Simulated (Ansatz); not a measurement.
MgS:
```
MgS
1.0
    6.82364     0.00000     0.00000
    0.00000     6.82364     0.00000
    0.00000     0.00000     4.06657
Mg S
4 4
Direct
  0.32690   0.67310   0.00000
  0.67310   0.32690   0.00000
  0.82690   0.82690   0.50000
  0.17310   0.17310   0.50000
  0.31135   0.31135   0.00000
  0.68865   0.68865   0.00000
  0.18865   0.81135   0.50000
  0.81135   0.18865   0.50000
```

Relaxed with r²SCAN.

Q: Map the valence electron density (e/Å³), cut off at 0.9 on the plane through (0.827, 0.827, 0.500) spanned by u = [0, 0, 1] and v = [1, 1, 0] in lattice vectors, from plane-wave PAW r²SCAN (Ansatz code).

A: x is the fraction of u, y of v (the angle between them is 90°; rows are the nearest grid lines); atoms in the plane: Mg at (0.00, 0.00), Mg at (0.00, 0.35), S at (0.50, 0.48), S at (0.50, 0.86).
```
|999921111222111129999|
|999323457888754323999|
|432224699999996422234|
|001136999525999631100|
|000124799989997421000|
|000012357898753210000|
|000001123454321100000|
|000000001111100000000|
|000000001111100000000|
|000001123444321100000|
|000011346888643110000|
|000124799999997421000|
|001136999414999631100|
|221234799999997432122|
|999223468999864322999|
|999921112222211129999|
|999200000000000002999|
|110000000000000000011|
|110000000000000000011|
|110000000000000000011|
|110000000000000000011|
|431000000000000000134|
|999200000000000002999|
|999921111222111129999|
```
Scale: ten equal steps from 0.009 (start of '0') to 0.900 (end of '9'), in the order '0123456789'; x runs from 0.000 to 1.00, y from 0.000 (bottom) to 1.00 (top).

The density is the valence pseudo-density with augmentation charge, so density and ELF within about 1 Å of a nucleus are not all-electron values.

Space group P4_2/mnm. The start of the workflow was typed in or built on a structure type; neither database checked (COD, Materials Project) lists it. COD files the formula under space group No. 225. Its standing as an ambient phase is unchecked. The r²SCAN relaxation kept the symmetry of its start; its stability against distortions is not shown here.

Potentials: the earlier of the program's two PAW sets. The files were generated under PBE; for other functionals the program regenerates the frozen cores, and for LDA and PBEsol the local potential too.
